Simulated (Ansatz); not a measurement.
MoSe₂ in space group P6_3/mmc (No. 194; Mo on 2c, Se on 4f), the program Ansatz at the PBE+D3(BJ) level (PAW), all energies at zero smearing, with the estimated change up to a 700 eV cutoff added, with one set of potentials and settings (totals compare only within such a set). Cell of 6 atoms (2 Mo, 4 Se): -31795.179 eV.

```json
[
 {"element": "Mo", "reference phase": "Im-3m, 1 atoms in the cell", "E (eV/atom)": "-4956.7390"},
 {"element": "Se", "reference phase": "P3_121, 3 atoms in the cell", "E (eV/atom)": "-5469.4069"}
]
```

Formation energy per atom, worked out: (-31795.179 − 2×(-4956.7390) − 4×(-5469.4069))/6 = -0.679 eV/atom (-66 kJ per mol of atoms), at 0 K, without zero-point energy or fitted corrections.

Symmetry was held in the PBE+D3(BJ) relaxation; phonons on a q-mesh show no instability. No spin polarisation was allowed. The references are the lowest solids computed at this level, not always the standard phases.

Potentials: the later of the program's two PAW sets.
